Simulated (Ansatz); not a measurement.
Task: Each is relaxed and computed with r²SCAN in the plane-wave PAW code Ansatz. Which is the only one with a gap?
A. KVF3, cubic perovskite
B. V3Sb, A15 (Cr3Si type)
C. V5Ge3, P6_3/mcm (V on 4d, Ge on 6g, V on 6g)
D. VH2, fluorite

Result: A, KVF3, cubic perovskite. KVF3: gap 2.28 eV (indirect); V5Ge3: metal; VH2: metal; V3Sb: metal. Spin orders computed, not proven ground states: KVF3, cubic perovskite antiferromagnetic; V5Ge3, P6_3/mcm (V on 4d, Ge on 6g, V on 6g) ferrimagnetic. Standing as an ambient phase not checked: KVF3, cubic perovskite; V5Ge3, P6_3/mcm (V on 4d, Ge on 6g, V on 6g); VH2, fluorite; V3Sb, A15 (Cr3Si type). Began spin-polarised and lost the moments: VH2, fluorite; V3Sb, A15 (Cr3Si type). All cells were relaxed under the symmetry of their starts (and spin orders); stability against distortions was not tested throughout. Cells of antiferromagnets are given as chemical subcells. No Hubbard U is applied. Scalar-relativistic: spin–orbit coupling is off unless named, which matters more the heavier the elements.

Potentials: the later of the program's two PAW sets.
